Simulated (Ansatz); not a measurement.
What DFT gives for Ge₂Bi

```xyz
6
Lattice="5.1829 0.0000 0.0000 -2.5915 4.4886 0.0000 0.0000 0.0000 6.1900" Properties=species:S:1:pos:R:3 pbc="T T T"
Ge    0.0000    0.0000    0.0000
Ge    0.0000    0.0000    3.0950
Ge   -0.0003    2.9925    4.6425
Ge    2.5912    1.4960    1.5475
Bi   -0.0003    2.9925    1.5475
Bi    2.5912    1.4960    4.6425
```

The numbers come from plane-wave PAW DFT (Ansatz): PBE, no spin polarisation, 420 eV, 8×8×6 Γ-centred k points, gaussian occupations (width 0.2968 eV). Nothing was relaxed.

- Charges: Bader charges in e: Ge -0.12 to -0.00, Bi +0.13. In the mean Bi gives up most and Ge takes most.
- Forces: The forces vanish by the symmetry of the sites.
- Formation energy: 0.34 eV an atom against the elements' usual phases (free molecules for gases, crystals otherwise, with no correction for O₂ or N₂), so at this geometry it isn't bound against them. Relaxing would lower it.
- Electronic structure: It is a metal, with about 3 states/eV a cell as the mean within 0.25 eV of the Fermi level, mostly Ge p (65 %) and Bi p (24 %).
- Contacts: Ge–Bi at 2.99 Å: least valence density 0.24 e/Å³ and ELF 0.44 there. Ge–Ge at 3.10 Å: least valence density 0.17 e/Å³ and ELF 0.35 there. Both are smooth PAW fields, read partly inside the augmentation spheres.

Origin: a known structure type with other elements, at an estimated volume, so it need not be a known compound. Caveats: wide smearing.
